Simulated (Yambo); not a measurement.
## How GW settings move the gap: TlGeCl$_{3}$

G0W0@LDA for TlGeCl₃ (space group Cm, No. 8) in Yambo. Reference settings: 2×2×2 Γ-centred k mesh, 275 bands and a 8 Ry block in the screening, 275 bands in G with the Bruneval-Gonze terminator, plasmon pole fitted at 27.2 eV. The LDA gap (-0.5, -0.5, -0.5) → (-0.5, -0.5, -0.5) on this mesh is 1.30 eV; G0W0 gaps are taken between the same points.

| change from the reference | G0W0 gap (-0.5, -0.5, -0.5) → (-0.5, -0.5, -0.5) (eV) | shift of the valence edge (eV) | rough Yambo cost |
|---|---|---|---|
| reference settings | 2.58 | -0.86 | 1 |
| 61 bands in W, 61 bands in G | 2.59 | -0.36 | about 1/7 |
| wavefunctions cut at 30 Ry | 2.60 | -0.84 | about 1/2 |
| wavefunctions cut at 10 Ry | 2.33 | -0.39 | within a factor of two |
| wavefunctions cut at 50 Ry | 2.58 | -0.87 | within a factor of two |
| exchange cut at 5 Ry | 1.80 | 0.61 | – |
| exchange cut at 40 Ry | 2.58 | -0.86 | – |
| 61 bands in W, 61 bands in G, 3 Ry block | 2.36 | -0.15 | about 1/10 |
| 61 bands in W, 61 bands in G, 5 Ry block | 2.52 | -0.29 | about 1/10 |
| 99 bands in W, 99 bands in G, 5 Ry block | 2.47 | -0.51 | about 1/7 |
| 212 bands in W, 212 bands in G, 3 Ry block | 2.23 | -0.40 | about 1/5 |
| 5 Ry block | 2.43 | -0.68 | about 1/3 |
| 6 Ry block | 2.50 | -0.77 | about 1/2 |
| 212 bands in W, 212 bands in G, 3 Ry block, no terminator | 2.22 | -0.37 | about 1/6 |
| 3 Ry block, no terminator | 2.23 | -0.39 | about 1/4 |

The reference isn't shown to be the converged limit. Costs are rough (shared machines), scaled to the same edge states, and given only for runs that recompute the screening.

Spin-orbit coupling is left out; with 6p states at a band edge it can lower the gap by many tenths of an eV, most of a small gap.

The standard potentials for Ge, Tl keep a d shell in the valence without the s and p states of that shell. In tests on such compounds this moved G0W0 gaps by up to about 0.9 eV, so absolute quasiparticle energies here are unreliable; differences between settings are what counts.

Geometry of the Materials Project entry, not relaxed at this level; primitive cell a = b = 5.328 Å, c = 5.322 Å, α = β = 90.77°, γ = 89.16°.

The structure is a Materials Project entry; no match was found in the copy of COD used, and its stability was not checked.

A shift is the quasiparticle energy of the state minus its LDA energy.
